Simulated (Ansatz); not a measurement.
Run on Yb (fcc type): DFT, PBE, all-electron LAPW, scalar-relativistic (Ansatz 0.2.0). This run: volume at 0.6 of the series' base cell.

The cell comes from a relaxation on PAW files under the same functional, begun from a prototype that needn't be the stable phase.

Command: `ansatz run input.yaml --threads 1 --pin off --max-ram 3072MiB --backend cpu --events-out ev --progress --plain --runs-dir out` It took 29 s on 1 thread of Arm Neoverse V1, with other jobs on the host, peak memory 0.34 GiB.

```yaml
crystal:
  lattice:
    - [0.0, 2.2026964183, 2.2026964183]
    - [2.2026964183, 0.0, 2.2026964183]
    - [2.2026964183, 2.2026964183, 0.0]
  atoms:
    - { symbol: Yb, position: [0.0, 0.0, 0.0] }
kpoints:
  mp_grid: { grid: [14, 14, 14] }
  band_path:
    path:
      - [0.0, 0.0, 0.0]
      - [0.5, 0.0, 0.5]
      - [0.625, 0.25, 0.625]
      - [0.375, 0.375, 0.75]
      - [0.0, 0.0, 0.0]
      - [0.5, 0.5, 0.5]
      - [0.5, 0.25, 0.75]
      - [0.5, 0.0, 0.5]
    npoints: 8
scf:
  occupations: { method: fermi_dirac, width: 0.08 }
hamiltonian:
  xc: pbe
  pseudopotentials: { kind: all_electron, lapw: { basis_error: 0.001 } }
output:
  forces: true
  stress: true
  eigenvalues: true
  populations: true
  dos: { projected: true, de: 0.2, e_range: [-14, 8] }
```

Output:

```
Yb: projections on atomic orbitals take those of the free atom 1s2 2s2 2p6 3s2 3p6 3d10 4s2 4p6 4d10 4f14 5s2 5p6 5d0 6s2, of charge +0.00 (hamiltonian.pseudopotentials.projection_atoms)
LAPW: plane waves up to 8.449 Å⁻¹, error target 1.0e-3 eV per atom; small_component_spin mean_spin; Yb in spheres of 1.558 Å, 34 of its electrons in bands, Dirac shells [] (how accurate: hamiltonian.pseudopotentials.lapw.basis_error, Limitations)
Engine: ansatz 0.2.0
Pseudopotentials: kind: all_electron
Pseudopotential: Yb, LAPW, valence charge 34, lapw/all_electron/scalar/gaussian/Yb, Koelling and Harmon's equation, gaussian nucleus
Functional definition: PBE
  parameter kappa = 0.804
  parameter beta = 0.06672455060314922
  exchange = pbe_x(kappa = kappa, mu = beta*pi^2/3)
  correlation = pbe_c(beta = beta)
Crystal: 1 atoms, lattice volume = 21.374 Å³
Basis set: ecut = 271.9613472173466 eV, 229 PW (Γ), exchange–correlation at level 2
Bands: 21, of which v1, the nominal top of the filled ones, is band 17 counted from 1 (16 counted from 0)
Symmetry: 48 space group operations
Space group: Fm-3m (ITA 225), of the structure as read, at distance tolerance 2.8e-5 Å
k-points: 104 of 2744
Non-local potential: Yb, projectors of the file, none
Initial density: superposition of atomic densities (chi_scale 0.1, normalization cell)
Initial wavefunctions: plane waves of lowest kinetic energy (no species holds an atomic orbital)
Functional: x = pbe(κ = 0.804, μ = 0.2195149727645171), c = pbe(β = 0.06672455060314922)
iter 1 solved again at ethr=2.82e-3 eV; its pass at ethr=1.00e-1 eV (dr2=9.59e-1 eV) is discarded
SCF iter   1: F=—  HF=-382547.607403 eV  |F-HF|=—  |Δ(HF+E_count)|=         —  Δρ=8.12e-2  dr2=9.61e-1  ethr=2.82e-3  ⟨swp⟩=2.0  Hψ=13627  notcnv=0
preconditioner: auto → Kerker (q_TF=auto, 2.948 Å⁻¹)  [metal: Δε(μ)=0.002 eV  Ē_g=9.957 eV  σ=0.080 eV  W_gap=0.01  n_scr=14 (ndim 8)  ℏωp=37.7 eV  f_vac=0.000  D(μ)=13.83/eV (n_scr^D=458)]
SCF iter   2: F=—  HF=-382611.772919 eV  |F-HF|=—  |Δ(HF+E_count)|=    6.42e1  Δρ=5.02e-2  dr2=2.99e-1  ethr=2.82e-3  ⟨swp⟩=3.0  Hψ=7018  notcnv=0
SCF iter   3: F=—  HF=-382565.461906 eV  |F-HF|=—  |Δ(HF+E_count)|=    4.63e1  Δρ=3.49e-2  dr2=1.35e-1  ethr=8.80e-4  ⟨swp⟩=3.0  Hψ=7235  notcnv=0
SCF iter   4: F=—  HF=-382543.109795 eV  |F-HF|=—  |Δ(HF+E_count)|=    2.24e1  Δρ=1.41e-2  dr2=1.89e-2  ethr=3.98e-4  ⟨swp⟩=3.0  Hψ=8078  notcnv=0
SCF iter   5: F=—  HF=-382542.880439 eV  |F-HF|=—  |Δ(HF+E_count)|=   2.29e-1  Δρ=1.13e-2  dr2=1.25e-2  ethr=5.55e-5  ⟨swp⟩=2.0  Hψ=6693  notcnv=0
SCF iter   6: F=—  HF=-382543.196078 eV  |F-HF|=—  |Δ(HF+E_count)|=   3.16e-1  Δρ=2.94e-2  dr2=1.29e-1  ethr=3.67e-5  ⟨swp⟩=3.0  Hψ=8029  notcnv=0  recentre
SCF iter   7: F=—  HF=-382542.898164 eV  |F-HF|=—  |Δ(HF+E_count)|=   2.98e-1  Δρ=2.26e-2  dr2=7.77e-2  ethr=3.67e-5  ⟨swp⟩=2.0  Hψ=6556  notcnv=0
iter 8 solved again at ethr=2.60e-6 eV; its pass at ethr=3.67e-5 eV (dr2=8.83e-4 eV) is discarded
SCF iter   8: F=—  HF=-382542.480001 eV  |F-HF|=—  |Δ(HF+E_count)|=   4.18e-1  Δρ=2.24e-3  dr2=8.83e-4  ethr=2.60e-6  ⟨swp⟩=2.0  Hψ=11272  notcnv=0
SCF iter   9: F=—  HF=-382542.473885 eV  |F-HF|=—  |Δ(HF+E_count)|=   6.12e-3  Δρ=4.52e-4  dr2=5.13e-5  ethr=2.60e-6  ⟨swp⟩=2.0  Hψ=6699  notcnv=0
SCF iter  10: F=—  HF=-382542.474067 eV  |F-HF|=—  |Δ(HF+E_count)|=   1.81e-4  Δρ=4.48e-4  dr2=3.30e-5  ethr=1.51e-7  ⟨swp⟩=2.0  Hψ=6698  notcnv=0
SCF iter  11: F=—  HF=-382542.473801 eV  |F-HF|=—  |Δ(HF+E_count)|=   2.66e-4  Δρ=5.86e-5  dr2=5.66e-7  ethr=9.71e-8  ⟨swp⟩=2.0  Hψ=6699  notcnv=0
SCF iter  12: F=—  HF=-382542.473802 eV  |F-HF|=—  |Δ(HF+E_count)|=   3.08e-7  Δρ=1.51e-5  dr2=2.66e-8  ethr=1.66e-9  ⟨swp⟩=3.0  Hψ=6817  notcnv=0
SCF iter  13: F=—  HF=-382542.473802 eV  |F-HF|=—  |Δ(HF+E_count)|=   7.86e-8  Δρ=3.74e-6  dr2=1.69e-9  ethr=7.82e-11  ⟨swp⟩=2.3  Hψ=6728  notcnv=0
SCF iter  14: F=-382542.473802 eV  HF=-382542.473802 eV  |F-HF|=1.11e-9  |Δ(HF+E_count)|=   8.38e-9  Δρ=5.50e-7  dr2=4.36e-11  ethr=4.96e-12  ⟨swp⟩=2.1  Hψ=6704  notcnv=0
SCF 1 converged in 14 iterations: F = -382542.473802 eV  dr2 = 4.36e-11
NSCF: frozen V_eff on 57 k-points
SCF converged after 14 iterations
Free energy (F): -382542.473802 eV
Harris-Foulkes:  -382542.473802 eV  (|F-HF|=1.11e-9)
Internal energy: -382542.436728 eV  (E = F + TS)
E sigma→0 (E₀):  -382542.455265 eV
Entropy (-TS):   -0.037073 eV (-37.073 meV/atom)
Fermi energy:    20.741854 eV
--- Per-component energies (eV) ---
  E_band       = -1307.531732
  E_kinetic    = 423018.896923
  E_xc         = -8004.380914
  E_electrostatic = -797556.952737  (all electrons and nuclei)
  E_smearing   = -0.037073  (= −TS)
  E_closure    = 0.000000  (closes the sum)
  E_atoms      = -382541.444210  (free atoms, spherical and without spin; not in F)
  Σ components = -382542.473802   (vs F -382542.473802, Δ=0.00e0)
  Basis errors (estimates in eV, not in F): energy 6.4e-5 per atom: plane waves 3.4e-5 (1.7e-5 summed), levels above the bands 8.5e-38, relativity 6.3e-8, radial functions 2.9e-5, core shells 7.7e-7; eigenvalues (radial functions only) 3.8e-7; not estimated: angular momenta, meshes, grids; target (lapw.basis_error) 1.0e-3; muffin-tin radii Yb 1.558 Å
--- Forces (eV/Å), atoms counted from 1 ---
  atom   1  Yb    -0.00000000     0.00000000     0.00000000
  max |Σ_I F_I| component: 1.25e-30 eV/Å
--- Stress (GPa, compression-positive) ---
       23.240588       0.000000       0.000000
        0.000000      23.240588      -0.000000
        0.000000      -0.000000      23.240588
  P = ⅓ Tr σ = 23.2406 GPa (232.406 kbar)
--- Band table (eV; the first three rows and the last of 104) ---
  k-point 0: bands = ["-154.8635", "-154.8635", "-154.8635", "-154.8451", "-154.8451", "-30.6972", "-2.2288", "-2.2288", "-2.2288", "14.8050", "19.8413", "20.0781", "20.0781", "20.0781", "20.3429", "20.3429", "20.3429", "24.1493", "24.1493", "24.1493", "27.7495"]
  k-point 1: bands = ["-154.8635", "-154.8635", "-154.8635", "-154.8451", "-154.8451", "-30.6893", "-2.3227", "-2.2393", "-2.2393", "15.0234", "19.8403", "20.0718", "20.0848", "20.0848", "20.3231", "20.3231", "20.3433", "23.9357", "24.2634", "24.2634", "27.6053"]
  k-point 2: bands = ["-154.8635", "-154.8635", "-154.8635", "-154.8451", "-154.8451", "-30.6672", "-2.5778", "-2.2685", "-2.2685", "15.6326", "19.8417", "20.0542", "20.1040", "20.1040", "20.2748", "20.2748", "20.3446", "23.4416", "24.5179", "24.5179", "27.3473"]
  k-point 103: bands = ["-154.8635", "-154.8635", "-154.8635", "-154.8451", "-154.8451", "-30.4831", "-3.4142", "-3.2012", "-2.8453", "19.6480", "20.0216", "20.0525", "20.0769", "20.1701", "20.1791", "20.2576", "20.5550", "21.6833", "22.8518", "25.7043", "31.4115"]
--- Löwdin populations: 1 site ---
  site symbol       q [e]
     0     Yb     69.9920
  spilling = 0.000114 (of n_electrons = 70.000000)
```

populations.tsv:

```
# site	symbol	l	j	q
# orbitals = lowdin
# n_electrons = 70.000000
# spilling = 0.000114
# projection_atom_Yb: 1s2 2s2 2p6 3s2 3p6 3d10 4s2 4p6 4d10 4f14 5s2 5p6 5d0 6s2
0	Yb	0_1S	-	1.999999
0	Yb	0_2S	-	1.999938
0	Yb	0_3S	-	1.999207
0	Yb	0_4S	-	1.991930
0	Yb	0_5S	-	1.870911
0	Yb	0_6S	-	0.454892
0	Yb	1_2P	-	6.000000
0	Yb	1_3P	-	5.999990
0	Yb	1_4P	-	5.999300
0	Yb	1_5P	-	5.890151
0	Yb	2_3D	-	10.000000
0	Yb	2_4D	-	9.999762
0	Yb	2_5D	-	2.142225
0	Yb	3_4F	-	13.643733
```

Next run (volume at 0.5 of the series' base cell), as changes to the input before:

```diff
   lattice:
-    - [0.0, 2.2026964183, 2.2026964183]
-    - [2.2026964183, 0.0, 2.2026964183]
-    - [2.2026964183, 2.2026964183, 0.0]
+    - [0.0, 2.0728166903, 2.0728166903]
+    - [2.0728166903, 0.0, 2.0728166903]
+    - [2.0728166903, 2.0728166903, 0.0]
   atoms:
   mp_grid: { grid: [14, 14, 14] }
-  band_path:
-    path:
-      - [0.0, 0.0, 0.0]
-      - [0.5, 0.0, 0.5]
-      - [0.625, 0.25, 0.625]
-      - [0.375, 0.375, 0.75]
-      - [0.0, 0.0, 0.0]
-      - [0.5, 0.5, 0.5]
-      - [0.5, 0.25, 0.75]
-      - [0.5, 0.0, 0.5]
-    npoints: 8
 scf:
   populations: true
-  dos: { projected: true, de: 0.2, e_range: [-14, 8] }
```

Command: `ansatz run input.yaml --threads 1 --pin off --max-ram 3072MiB --backend cpu --events-out ev --progress --plain --runs-dir out` It took 28 s on 1 thread of Arm Neoverse V1, with other jobs on the host, peak memory 0.35 GiB.

Results part of the output:

```
SCF 1 converged in 14 iterations: F = -382541.756798 eV  dr2 = 5.15e-10
SCF converged after 14 iterations
Free energy (F): -382541.756798 eV
Harris-Foulkes:  -382541.756798 eV  (|F-HF|=3.65e-8)
Internal energy: -382541.727832 eV  (E = F + TS)
E sigma→0 (E₀):  -382541.742315 eV
Entropy (-TS):   -0.028966 eV (-28.966 meV/atom)
Fermi energy:    25.079532 eV
--- Per-component energies (eV) ---
  E_band       = -3029.849100
  E_kinetic    = 423023.905204
  E_xc         = -8005.643420
  E_electrostatic = -797559.989616  (all electrons and nuclei)
  E_smearing   = -0.028966  (= −TS)
  E_closure    = 0.000000  (closes the sum)
  E_atoms      = -382541.444210  (free atoms, spherical and without spin; not in F)
  Σ components = -382541.756798   (vs F -382541.756798, Δ=0.00e0)
  Basis errors (estimates in eV, not in F): energy 7.3e-5 per atom: plane waves 4.4e-5 (2.2e-5 summed), levels above the bands 9.3e-42, relativity 7.8e-8, radial functions 2.9e-5, core shells 4.9e-8; eigenvalues (radial functions only) 4.1e-7; not estimated: angular momenta, meshes, grids; target (lapw.basis_error) 1.0e-3; muffin-tin radii Yb 1.466 Å
--- Forces (eV/Å), atoms counted from 1 ---
  atom   1  Yb    -0.00000000     0.00000000    -0.00000000
  max |Σ_I F_I| component: 2.04e-30 eV/Å
--- Stress (GPa, compression-positive) ---
       43.691904      -0.000000       0.000000
       -0.000000      43.691904       0.000000
        0.000000       0.000000      43.691904
  P = ⅓ Tr σ = 43.6919 GPa (436.919 kbar)
--- Band table (eV; the first three rows and the last of 104) ---
  k-point 0: bands = ["-310.9058", "-310.9058", "-310.9058", "-150.7095", "-150.7095", "-150.7095", "-150.6912", "-150.6912", "-26.5187", "2.4944", "2.4944", "2.4944", "19.1095", "23.9000", "24.2326", "24.2326", "24.2326", "24.6110", "24.6110", "24.6110", "28.5897", "28.5897", "28.5897", "32.9141"]
  k-point 1: bands = ["-310.9058", "-310.9058", "-310.9058", "-150.7095", "-150.7095", "-150.7095", "-150.6912", "-150.6912", "-26.5031", "2.3350", "2.4776", "2.4776", "19.3895", "23.8960", "24.2234", "24.2415", "24.2415", "24.5816", "24.5816", "24.6116", "28.3676", "28.7332", "28.7332", "32.7342"]
  k-point 2: bands = ["-310.9058", "-310.9058", "-310.9058", "-150.7095", "-150.7095", "-150.7095", "-150.6912", "-150.6912", "-26.4590", "1.9083", "2.4307", "2.4307", "20.1449", "23.8940", "24.1977", "24.2673", "24.2673", "24.5119", "24.5119", "24.6134", "27.8778", "29.0508", "29.0508", "32.4156"]
  k-point 103: bands = ["-310.9058", "-310.9058", "-310.9058", "-150.7095", "-150.7095", "-150.7095", "-150.6912", "-150.6912", "-26.0855", "0.5718", "0.9123", "1.4817", "23.6323", "24.1729", "24.1796", "24.2312", "24.3839", "24.3933", "24.4952", "24.8298", "26.1738", "27.7958", "30.7976", "37.4346"]
--- Löwdin populations: 1 site ---
  site symbol       q [e]
     0     Yb     69.9911
  spilling = 0.000127 (of n_electrons = 70.000000)
```

Next run (volume at 0.4 of the series' base cell), as changes to the input before:

```diff
   lattice:
-    - [0.0, 2.0728166903, 2.0728166903]
-    - [2.0728166903, 0.0, 2.0728166903]
-    - [2.0728166903, 2.0728166903, 0.0]
+    - [0.0, 1.9242325608, 1.9242325608]
+    - [1.9242325608, 0.0, 1.9242325608]
+    - [1.9242325608, 1.9242325608, 0.0]
   atoms:
   mp_grid: { grid: [14, 14, 14] }
+  band_path:
+    path:
+      - [0.0, 0.0, 0.0]
+      - [0.5, 0.0, 0.5]
+      - [0.625, 0.25, 0.625]
+      - [0.375, 0.375, 0.75]
+      - [0.0, 0.0, 0.0]
+      - [0.5, 0.5, 0.5]
+      - [0.5, 0.25, 0.75]
+      - [0.5, 0.0, 0.5]
+    npoints: 8
 scf:
   populations: true
+  dos: { projected: true, de: 0.2, e_range: [-14, 8] }
```

Results part of the output:

```
SCF 1 converged in 12 iterations: F = -382540.348470 eV  dr2 = 2.74e-11
NSCF: frozen V_eff on 57 k-points
SCF converged after 12 iterations
Free energy (F): -382540.348470 eV
Harris-Foulkes:  -382540.348470 eV  (|F-HF|=2.50e-9)
Internal energy: -382540.326083 eV  (E = F + TS)
E sigma→0 (E₀):  -382540.337277 eV
Entropy (-TS):   -0.022387 eV (-22.387 meV/atom)
Fermi energy:    31.554411 eV
--- Per-component energies (eV) ---
  E_band       = -2782.465628
  E_kinetic    = 423032.129576
  E_xc         = -8007.930635
  E_electrostatic = -797564.525024  (all electrons and nuclei)
  E_smearing   = -0.022387  (= −TS)
  E_closure    = 0.000000  (closes the sum)
  E_atoms      = -382541.444210  (free atoms, spherical and without spin; not in F)
  Σ components = -382540.348470   (vs F -382540.348470, Δ=0.00e0)
  Basis errors (estimates in eV, not in F): energy 7.6e-5 per atom: plane waves 5.0e-5 (2.6e-5 summed), levels above the bands 7.0e-47, relativity 8.4e-8, radial functions 2.5e-5, core shells 4.8e-7; eigenvalues (radial functions only) 4.5e-7; not estimated: angular momenta, meshes, grids; target (lapw.basis_error) 1.0e-3; muffin-tin radii Yb 1.361 Å
--- Forces (eV/Å), atoms counted from 1 ---
  atom   1  Yb    -0.00000000     0.00000000     0.00000000
  max |Σ_I F_I| component: 3.16e-30 eV/Å
--- Stress (GPa, compression-positive) ---
       89.994393       0.000000      -0.000000
        0.000000      89.994393       0.000000
       -0.000000       0.000000      89.994393
  P = ⅓ Tr σ = 89.9944 GPa (899.944 kbar)
--- Band table (eV; the first three rows and the last of 104) ---
  k-point 0: bands = ["-304.7603", "-304.7603", "-304.7603", "-144.5427", "-144.5427", "-144.5427", "-144.5276", "-144.5276", "-20.6091", "9.5227", "9.5227", "9.5227", "25.9173", "29.8414", "30.3478", "30.3478", "30.3478", "30.9320", "30.9320", "30.9320", "35.0680", "35.0680", "35.0680", "40.4824"]
  k-point 1: bands = ["-304.7603", "-304.7603", "-304.7603", "-144.5427", "-144.5427", "-144.5427", "-144.5276", "-144.5276", "-20.5755", "9.2318", "9.4934", "9.4934", "26.3019", "29.8302", "30.3332", "30.3603", "30.3603", "30.8840", "30.8840", "30.9330", "34.8544", "35.2609", "35.2609", "40.2463"]
  k-point 2: bands = ["-304.7603", "-304.7603", "-304.7603", "-144.5427", "-144.5427", "-144.5427", "-144.5276", "-144.5276", "-20.4803", "8.4716", "9.4125", "9.4125", "27.2679", "29.8268", "30.2928", "30.3965", "30.3965", "30.7745", "30.7745", "30.9357", "34.4362", "35.6818", "35.6818", "39.8350"]
  k-point 103: bands = ["-304.7603", "-304.7603", "-304.7603", "-144.5427", "-144.5426", "-144.5425", "-144.5276", "-144.5276", "-19.6465", "6.2021", "6.7698", "7.7226", "29.5441", "30.2368", "30.2969", "30.3456", "30.6139", "30.6259", "30.7631", "31.1794", "32.8783", "35.1922", "38.2560", "46.3462"]
--- Löwdin populations: 1 site ---
  site symbol       q [e]
     0     Yb     69.9879
  spilling = 0.000173 (of n_electrons = 70.000000)
```

Spin–orbit coupling is left out, which matters for the heavy atoms. The structure type is held throughout; the real material can change phase at far lower pressure.
